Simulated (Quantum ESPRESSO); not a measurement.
Ta4Ga2AlZn, input and log of a self-consistent run

Simulated, not a measurement. The program is pw.x of Quantum ESPRESSO 7.5 (plane-wave density functional theory). The cell is made up: eight metal atoms on a hexagonal close-packed lattice, with elements, volume, strain and displacements drawn at random and not relaxed, so it may be unstable or far from any real phase. PseudoDojo standard norm-conserving files set the functional (PBE unless stated); there is no spin polarisation or spin-orbit coupling, the Fermi-Dirac width of 0.25 eV means electrons at about 2900 K, and the masses in the input are unused placeholders. Heavy elements are run without spin-orbit coupling, which real alloys of them have. A spin test at this wide smearing found no moment, but such smearing suppresses magnetism that the real alloy may have.

Input:

```
&control calculation='scf', pseudo_dir='./dojo.nc.sr.pbe.v0_5.standard.upf', outdir='./o', disk_io='medium', tprnfor=.true., tstress=.true. /
&system ibrav=0, nat=8, ntyp=4, nbnd=64, ecutwfc=84.00895049, nosym=.true., tot_charge=0,
 occupations='smearing', smearing='fd', degauss=0.0183746611
/
&electrons conv_thr=1.470e-08, electron_maxstep=70, mixing_beta=0.5 /
ATOMIC_SPECIES
Al 1.0 Al.upf
Ga 1.0 Ga.upf
Ta 1.0 Ta.upf
Zn 1.0 Zn.upf
CELL_PARAMETERS angstrom
4.4822 -2.6081 -0.0041
-2.9528 0.0534 -4.8428
2.9219 5.1014 -0.0374
ATOMIC_POSITIONS angstrom
Ta 0.0714 -0.0915 -0.0895
Ta 1.5073 2.5666 0.0959
Ga -0.0637 1.7141 -2.507
Ga 1.36 4.28 -2.4818
Ta 3.0021 -0.0152 0.0075
Al 4.4247 2.6372 -0.0118
Zn 1.4666 -0.8664 -2.3481
Ta 3.0323 1.7159 -2.3921
K_POINTS automatic
5 5 4 1 1 1
```

The log is shortened where brackets say so; the opening notice, blank lines, dates and the lines on written files are dropped, and the path of the files is cut. It prints rydbergs, bohrs and kilobars, and counts compression as positive stress. Its total energy is the free energy E - TS of the whole cell.

```
     Program PWSCF v.7.5
     Parallel version (MPI & OpenMP), running on       1 processor cores
     Number of MPI processes:                 1
     Threads/MPI process:                     1
     [start-up lines left out]
     bravais-lattice index     =            0
     lattice parameter (alat)  =       9.7997  a.u.
     unit-cell volume          =     998.6156 (a.u.)^3
     number of atoms/cell      =            8
     number of atomic types    =            4
     number of electrons       =       101.00
     number of Kohn-Sham states=           64
     kinetic-energy cutoff     =      84.0090  Ry
     charge density cutoff     =     336.0358  Ry
     scf convergence threshold =      1.5E-08
     mixing beta               =       0.5000
     number of iterations used =            8  plain     mixing
     Exchange-correlation= PBE
                           (   1   4   3   4   0   0   0)
     [axes and pseudopotential details left out]
   Cartesian axes
     site n.     atom                  positions (alat units)
         1        Ta     tau(   1) = (   0.0137684  -0.0176444  -0.0172587  )
         2        Ta     tau(   2) = (   0.2906602   0.4949303   0.0184929  )
         3        Ga     tau(   3) = (  -0.0122836   0.3305385  -0.4834374  )
         4        Ga     tau(   4) = (   0.2622556   0.8253338  -0.4785779  )
         5        Ta     tau(   5) = (   0.5789100  -0.0029311   0.0014463  )
         6        Al     tau(   6) = (   0.8532370   0.5085445  -0.0022755  )
         7        Zn     tau(   7) = (   0.2828118  -0.1670722  -0.4527959  )
         8        Ta     tau(   8) = (   0.5847336   0.3308856  -0.4612806  )
     number of k points=    50  Fermi-Dirac smearing, width (Ry)=  0.0184
                       cart. coord. in units 2pi/alat
        k(    1) = (   0.1414828   0.0446174  -0.1928566), wk =   0.0400000
        k(    2) = (   0.2521402   0.2348927  -0.2582296), wk =   0.0400000
     [further k points left out]
     Dense  grid:   103901 G-vectors     FFT dimensions: (  60,  64,  72)
     Estimated max dynamical RAM per process >     189.80 MB
     Initial potential from superposition of free atoms
     starting charge     100.9884, renormalised to     101.0000
     Starting wfcs are   72 randomized atomic wfcs
     total cpu time spent up to now is       24.5 secs
     per-process dynamical memory:   113.4 Mb
     Self-consistent Calculation
     iteration #  1     ecut=    84.01 Ry     beta= 0.50
     Davidson diagonalization with overlap
     ethr =  1.00E-02,  avg # of iterations =  2.7
     Threshold (ethr) on eigenvalues was too large:
     Diagonalizing with lowered threshold
     Davidson diagonalization with overlap
     ethr =  3.78E-04,  avg # of iterations =  4.4
     total cpu time spent up to now is      159.5 secs
     total energy              =   -1249.34205575 Ry
     estimated scf accuracy    <       0.39655490 Ry
     iteration #  2     ecut=    84.01 Ry     beta= 0.50
     Davidson diagonalization with overlap
     ethr =  3.93E-04,  avg # of iterations =  4.6
     total cpu time spent up to now is      222.0 secs
     total energy              =   -1249.36958894 Ry
     estimated scf accuracy    <       0.40714693 Ry
     iteration #  3     ecut=    84.01 Ry     beta= 0.50
     Davidson diagonalization with overlap
     ethr =  3.93E-04,  avg # of iterations =  2.0
     total cpu time spent up to now is      282.2 secs
     total energy              =   -1249.42624265 Ry
     estimated scf accuracy    <       0.22722088 Ry
     iteration #  4     ecut=    84.01 Ry     beta= 0.50
     Davidson diagonalization with overlap
     ethr =  2.25E-04,  avg # of iterations =  2.0
     total cpu time spent up to now is      334.7 secs
     total energy              =   -1249.45362983 Ry
     estimated scf accuracy    <       0.02413061 Ry
     iteration #  5     ecut=    84.01 Ry     beta= 0.50
     Davidson diagonalization with overlap
     ethr =  2.39E-05,  avg # of iterations =  6.3
     total cpu time spent up to now is      398.5 secs
     total energy              =   -1249.45481326 Ry
     estimated scf accuracy    <       0.03580102 Ry
     [iterations 6 to 8 left out]
     iteration #  9     ecut=    84.01 Ry     beta= 0.50
     Davidson diagonalization with overlap
     ethr =  3.36E-07,  avg # of iterations =  1.0
     total cpu time spent up to now is      649.9 secs
     total energy              =   -1249.45890578 Ry
     estimated scf accuracy    <       0.00000611 Ry
     iteration # 10     ecut=    84.01 Ry     beta= 0.50
     Davidson diagonalization with overlap
     ethr =  6.04E-09,  avg # of iterations =  4.3
     total cpu time spent up to now is      712.7 secs
     total energy              =   -1249.45890752 Ry
     estimated scf accuracy    <       0.00000090 Ry
     iteration # 11     ecut=    84.01 Ry     beta= 0.50
     Davidson diagonalization with overlap
     ethr =  8.91E-10,  avg # of iterations =  2.0
     total cpu time spent up to now is      776.6 secs
     total energy              =   -1249.45890763 Ry
     estimated scf accuracy    <       0.00000011 Ry
     iteration # 12     ecut=    84.01 Ry     beta= 0.50
     Davidson diagonalization with overlap
     ethr =  1.13E-10,  avg # of iterations =  2.1
     total cpu time spent up to now is      839.2 secs
     total energy              =   -1249.45890765 Ry
     estimated scf accuracy    <       0.00000002 Ry
     iteration # 13     ecut=    84.01 Ry     beta= 0.50
     Davidson diagonalization with overlap
     ethr =  1.51E-11,  avg # of iterations =  3.4
     total cpu time spent up to now is      903.7 secs
     End of self-consistent calculation
     [lines on levels left out]
!    total energy              =   -1249.45890765 Ry
     estimated scf accuracy    <          3.3E-09 Ry
     smearing contrib. (-TS)   =      -0.08255456 Ry
     internal energy E=F+TS    =   -1249.37635309 Ry
     The total energy is F=E-TS. E is the sum of the following terms:
     one-electron contribution =    -564.91595492 Ry
     hartree contribution      =     335.01293107 Ry
     xc contribution           =    -248.77937691 Ry
     ewald contribution        =    -770.69395233 Ry
     convergence has been achieved in  13 iterations
     Forces acting on atoms (cartesian axes, Ry/au):
     atom    1 type  3   force =    -0.00957260    0.01913137    0.01913335
     atom    2 type  3   force =    -0.00711396    0.00995811   -0.04359320
     atom    3 type  2   force =     0.00157219    0.00602977    0.02978697
     atom    4 type  2   force =     0.01156102   -0.00233078    0.00410618
     atom    5 type  3   force =     0.00681433    0.00754345    0.01956325
     atom    6 type  1   force =     0.02092526   -0.03194447    0.00096201
     atom    7 type  4   force =     0.01379824    0.00785590   -0.02670925
     atom    8 type  3   force =    -0.03798447   -0.01624334   -0.00324932
     Total force =     0.092649     Total SCF correction =     0.000220
     Computing stress (Cartesian axis) and pressure
          total   stress  (Ry/bohr**3)                   (kbar)     P=      -99.16
  -0.00051650   0.00001674  -0.00007464          -75.98        2.46      -10.98
   0.00001674  -0.00069051   0.00005851            2.46     -101.58        8.61
  -0.00007464   0.00005851  -0.00081522          -10.98        8.61     -119.92
     init_run     :     22.68s CPU     24.41s WALL (       1 calls)
     electrons    :    828.67s CPU    879.22s WALL (       1 calls)
     forces       :      9.15s CPU      9.25s WALL (       1 calls)
     stress       :     35.33s CPU     36.65s WALL (       1 calls)
     [timing details left out]
     PWSCF        :  14m56.05s CPU  15m50.02s WALL
     JOB DONE.
```

In other units: free energy -16999.754 eV for the cell, pressure -9.92 GPa, largest force component 1.121 eV/Å in size. The run took 951 s of wall time with one process on a shared machine (AMD EPYC, Zen 5, virtual cores), so the time is rough. A rerun of this cell at a higher cutoff and on a denser mesh moved values by no more than 0.003 eV in energy, 0.02 GPa in stress and 0.013 eV/Å in force, and a second program with other atomic files agreed on that cell to 2 % rms in force and 0.5 GPa in pressure.